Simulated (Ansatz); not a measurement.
CdS:
```yaml
crystal:
  lattice:
    - [4.07155, 0.00000, 0.00000]
    - [-2.03577, 3.52606, 0.00000]
    - [0.00000, 0.00000, 19.93143]
  atoms:
    - { symbol: Cd, position: [0.00000, 0.00000, 0.99978] }
    - { symbol: Cd, position: [0.00000, 0.00000, 0.49978] }
    - { symbol: Cd, position: [0.66667, 0.33333, 0.83320] }
    - { symbol: Cd, position: [0.33333, 0.66667, 0.33320] }
    - { symbol: Cd, position: [0.66667, 0.33333, 0.16654] }
    - { symbol: Cd, position: [0.33333, 0.66667, 0.66654] }
    - { symbol: S, position: [0.00000, 0.00000, 0.87464] }
    - { symbol: S, position: [0.00000, 0.00000, 0.37464] }
    - { symbol: S, position: [0.66667, 0.33333, 0.70810] }
    - { symbol: S, position: [0.33333, 0.66667, 0.20810] }
    - { symbol: S, position: [0.66667, 0.33333, 0.04143] }
    - { symbol: S, position: [0.33333, 0.66667, 0.54143] }
```

Relaxed with LDA. Special points in fractions of this cell's reciprocal vectors: Γ (0.000, 0.000, 0.000); M (0.500, 0.000, 0.000); K (0.333, 0.333, 0.000); A (0.000, 0.000, 0.500); L (0.500, 0.000, 0.500); H (0.333, 0.333, 0.500).

Problem. List the band energies nearest the valence-band maximum at these points for plane-wave PAW LDA (Ansatz code).

Solution. In eV from the valence-band maximum; about four levels below and three above (degenerate sets whole), none deeper than 8.9 eV; points with the same levels are listed once.

| k | below | above |
|---|---|---|
| Γ | -0.22 -0.22 -0.02 0.00 0.00 | 0.97 2.16 2.26 |
| M | -1.17 -1.17 -1.00 -0.83 | 2.97 3.28 3.36 |
| K | -1.70 -1.41 -1.37 -1.37 | 4.25 4.26 4.26 |
| A | -0.06 -0.06 -0.06 -0.06 | 1.51 1.51 2.63 2.63 |
| L | -1.11 -1.11 -0.92 -0.92 | 3.01 3.01 3.64 3.64 |
| H | -1.54 -1.54 -1.43 -1.43 | 4.45 4.45 4.49 4.49 |

Space group P6_3mc. The cell is a constructed one: a structure type filled with these elements. Its sites differ from those of the usual phase in this space group: another stacking or structure type. Symmetry was held in the LDA relaxation; whether a distortion lowers the energy is not shown. Scalar-relativistic: spin–orbit coupling is off unless named, which matters more the heavier the elements.

Potentials: the later of the program's two PAW sets.
